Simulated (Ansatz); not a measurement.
KIO3:
```yaml
crystal:
  lattice:
    - [3.09723, 1.78819, 5.16460]
    - [-3.09723, 1.78819, 5.16460]
    - [0.00000, -3.57637, 5.16460]
  atoms:
    - { symbol: K, position: [0.75466, 0.75466, 0.75466] }
    - { symbol: K, position: [0.25466, 0.25466, 0.25466] }
    - { symbol: I, position: [0.00371, 0.00371, 0.00371] }
    - { symbol: I, position: [0.50371, 0.50371, 0.50371] }
    - { symbol: O, position: [0.15700, 0.25828, 0.76397] }
    - { symbol: O, position: [0.25828, 0.76397, 0.15700] }
    - { symbol: O, position: [0.76397, 0.15700, 0.25828] }
    - { symbol: O, position: [0.26397, 0.75828, 0.65700] }
    - { symbol: O, position: [0.65700, 0.26397, 0.75828] }
    - { symbol: O, position: [0.75828, 0.65700, 0.26397] }
```

Cartesian axes are those of the cell as given.

Task: Give the high-frequency dielectric tensor and the Born effective charge tensors of the independent atoms from DFPT, PBEsol in the plane-wave PAW code Ansatz.

Result: 
ε∞:
```
4.13  0.00  0.00
0.00  4.13  0.00
0.00  0.00  3.52
```
Z* of atom 1 (K), rows: field, columns: displacement, in e:
```
 1.27   0.08   0.00
-0.08   1.27   0.00
 0.00   0.00   1.19
```
Z* of atom 3 (I), rows: field, columns: displacement, in e:
```
 4.45   0.36   0.00
-0.36   4.45   0.00
 0.00   0.00   3.22
```
Z* of atom 5 (O), rows: field, columns: displacement, in e:
```
-1.00   0.17   0.08
 0.32  -2.81  -1.31
 0.03  -0.64  -1.47
```

Static charges for comparison (Bader): K1 +0.86, I3 +2.53, O5 -1.13 e. Born charges measure polarisation by displacement and can exceed these by far.

Space group R3c. The first step of the workflow began from a Materials Project structure, measured or hypothetical; the Crystallography Open Database copy checked does not list it. COD files the formula under space group No. 1, 160, so this cell is another polymorph or a model. Whether it is the stable phase at ambient conditions was not checked. The cell was relaxed with PBEsol under the symmetry of its start; whether a distortion lowers the energy is not shown. Spin–orbit coupling is left out wherever it is not named.

Potentials: the later of the program's two PAW sets.
